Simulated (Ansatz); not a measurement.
A calculation with the code Ansatz. Plane-wave DFT: natural occupations of the f shells on orthogonalised atomic orbitals at the end of the run, rising, by spin; atoms or cell relaxed as the task says.

```
cell
1.0
     2.7831    1.6068    7.6575
    -2.7831    1.6068    7.6575
     0.0000   -3.2136    7.6575
Eu B Pt
3 2 7
Direct
  0.1440 0.1440 0.1440
  0.8560 0.8560 0.8560
  0.0000 0.0000 0.0000
  0.3310 0.3310 0.3310
  0.6690 0.6690 0.6690
  0.5640 0.0683 0.5640
  0.5640 0.5640 0.0683
  0.0683 0.5640 0.5640
  0.4360 0.9317 0.4360
  0.9317 0.4360 0.4360
  0.4360 0.4360 0.9317
  0.5000 0.5000 0.5000
```

Starting moments (μB): Eu number 1 7, Eu number 2 7, Eu number 3 7; others 0.

- cell charge: 0 e
- spin: collinear
- scf start: atoms
- lower state search: off
- functional: PBEsol
- wave cutoff: 420 eV
- k mesh: 6, 6, 6
- k shift: 0, 0, 0 mesh steps
- gaussian smearing: 0.1 eV
- task: single point

Results:

```csv
shell atom,shell element,shell spin,shell occupation 1 (e),shell occupation 2 (e),shell occupation 3 (e),shell occupation 4 (e),shell occupation 5 (e),shell occupation 6 (e),shell occupation 7 (e)
1,Eu,up,0.96,0.96,0.96,0.96,0.96,0.97,0.97
1,Eu,down,0,0.01,0.01,0.01,0.01,0.01,0.01
2,Eu,up,0.96,0.96,0.96,0.96,0.96,0.97,0.97
2,Eu,down,0,0.01,0.01,0.01,0.01,0.01,0.01
3,Eu,up,0.92,0.94,0.94,0.96,0.98,0.98,0.99
3,Eu,down,0.01,0.01,0.01,0.01,0.01,0.01,0.01
```

Caveats: 4f shell without a U, which puts 4f levels too near the Fermi level; coarse k mesh; occupations loosely converged; open f or d shells may hold a state above the lowest.
